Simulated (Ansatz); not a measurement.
A relaxed cell of La (P6₃/mmc (No. 194)), relaxed on a k-mesh at least as fine as the one used below. The numbers are results of r2SCAN (plane waves to 500 eV, PAW, scalar-relativistic; Ansatz, a program for electronic structure), not measurements. Γ-centred k-mesh 10×5×6 on the run's cell (coarser than for final values), Fermi–Dirac smearing 0.05 eV.

```xyz
4
Lattice="3.8136 0.0000 0.0000 -3.8136 6.6053 0.0000 0.0000 0.0000 6.0329" Properties=species:S:1:pos:R:3 pbc="T T T"
La     0.0000     2.2018     1.5082
La    -1.9068     5.5044     1.5082
La     1.9068     1.1009     4.5247
La     0.0000     4.4035     4.5247
```

Every atom was then displaced, and the forces became (eV/Å):

```json
[
 {"atom": "La1", "Fx": "-0.04", "Fy": "0.14", "Fz": "0.10"},
 {"atom": "La2", "Fx": "0.03", "Fy": "-0.10", "Fz": "-0.03"},
 {"atom": "La3", "Fx": "0.04", "Fy": "-0.06", "Fz": "-0.09"},
 {"atom": "La4", "Fx": "-0.04", "Fy": "0.03", "Fz": "0.01"}
]
```

Question: Which atom was moved farthest relative to the others, and in which direction?

Answer: La1, by (0.04, -0.08, -0.09) Å (0.13 Å, mean shift removed); the next is La2 with 0.10 Å. Its force makes an angle of 169° with its move.

All displacements (Å):

```tsv
atom	ux	uy	uz
La1	-0.004	-0.080	-0.093
La2	-0.057	0.037	0.089
La3	-0.059	0.062	0.015
La4	-0.043	-0.001	-0.019
```

No spin polarisation in the result.

The run that gave the undisplaced cell could not lose the symmetry of its start.
